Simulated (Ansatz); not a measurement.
ZrO2 (tetragonal-ZrO2 type, space group P4_2/nmc)

```
ZrO2
1.0
    3.60110     0.00000     0.00000
    0.00000     3.60110     0.00000
    0.00000     0.00000     5.23008
Zr O
2 4
Cartesian
  0.00000   0.00000   0.00000
  1.80055   1.80055   2.61504
  0.00000   1.80055   1.02705
  0.00000   1.80055   3.64209
  1.80055   0.00000   1.58799
  1.80055   0.00000   4.20303
```

This relaxed cell (volume V₀) is scaled evenly in all directions, its shape held. The atoms relax within the cell's symmetry.

Calculation: r2SCAN (plane waves to 500 eV, PAW, scalar-relativistic; Ansatz, an electronic-structure program). k mesh 9×9×7 (Γ-centred), Fermi-Dirac smearing 0.05 eV. Stress and pressure are positive under compression. The PAW data are Ansatz's earlier set. This is a high-temperature form of ZrO2. ZrO2 is run without spin polarisation. ZrO2 was relaxed with its symmetry unable to fall. 

| V/V₀ | P (GPa) |
|---|---|
| 0.840 | 51.2 |
| 0.872 | 36.9 |
| 0.904 | ___ |
| 0.936 | 15.1 |
| 0.968 | ___ |
| 1.000 | 0.0 |
| 1.032 | -5.7 |
| 1.064 | -10.4 |
| 1.096 | ___ |
| 1.128 | -17.6 |
| 1.160 | ___ |

### Question
Some entries are withheld; supply them.

### Answer

- 0.904, P (GPa): 25.0
- 0.968, P (GPa): 6.8
- 1.096, P (GPa): -14.3
- 1.160, P (GPa): -20.3

(Under strain, the slope of the energy per volume gives the stress and its curvature an elastic modulus.)
